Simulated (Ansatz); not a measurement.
## BaTiO3 (tetragonal-perovskite type, space group P4mm): scan of one atom of the cell

Relaxed BaTiO$_{3}$ (tetragonal-perovskite type, space group P4mm):

```xyz
5
Lattice="3.9555 0.0000 0.0000 0.0000 3.9555 0.0000 0.0000 0.0000 4.0461" Properties=species:S:1:pos:R:3 pbc="T T T"
Ti     1.9777     1.9777     1.8090
Ba     0.0000     0.0000     3.7706
O      1.9777     1.9777     3.6488
O      1.9777     0.0000     1.6693
O      0.0000     1.9777     1.6693
```

Scan: atom 4 (O, nearest neighbour Ti at 1.983 Å; its periodic images, 4.0 Å or more away, move with it) is displaced along Cartesian [110], direction (0.707, 0.707, 0.000) in Cartesian axes, by s. The other atoms stay.

Computed with PBEsol (plane waves to 420 eV, PAW, scalar-relativistic; Ansatz, an electronic-structure program). k mesh 7×7×7 (Γ-centred), Fermi-Dirac smearing 0.05 eV. Energies are smeared free energies. Compression counts positive. F∥ is the force on the atom along that direction. F⊥ is the part of the force across the line. BaTiO3 is run without spin polarisation. BaTiO3 was relaxed with its symmetry unable to fall. The PAW data are Ansatz's earlier set. The zero of ΔE is the undisplaced structure.

```csv
s (Å),ΔE (eV/cell),|F⊥| (eV/Å),F∥ (eV/Å),P (GPa)
-0.200,0.1287,0.325,1.356,1.64
-0.160,0.0808,0.215,1.046,1.05
-0.120,0.0447,0.135,0.761,0.59
-0.080,0.0196,0.077,0.496,0.26
-0.040,0.0049,0.035,0.244,0.06
0.000,0.0000,0.000,0.000,0.00
0.040,0.0049,0.035,-0.244,0.06
0.080,0.0196,0.077,-0.496,0.26
0.120,0.0447,0.135,-0.761,0.59
0.160,0.0808,0.215,-1.046,1.05
0.200,0.1287,0.325,-1.356,1.64
```

Read from the data:

```
Property                                                                                                                                                 Result
--------------------------------------------------------  -----------------------------------------------------------------------------------------------------
Energy at s = 0.200 Å                                                                                                                            128.7 meV/cell
Force along the line at s = -0.200 Å                                                                                                                  1.36 eV/Å
Symmetry of the curve                                                                                                             even: the same for both signs
Shape of the curve                                                                               a single well with its minimum at or next to zero displacement
Force constant k = d²E/ds² at s = 0 (finite differences)                                                                                             6.08 eV/Å²
Harmonic estimate at the end of the scan                  ½ks² = 121.5 meV/cell against the computed 128.7 meV/cell, so the well is stiffer than harmonic there
```

The 11 points together took very roughly 9 core-minutes.

(For displaced atoms, the force is minus the slope of the energy, and its curvature is a force constant, which sets phonon frequencies.)
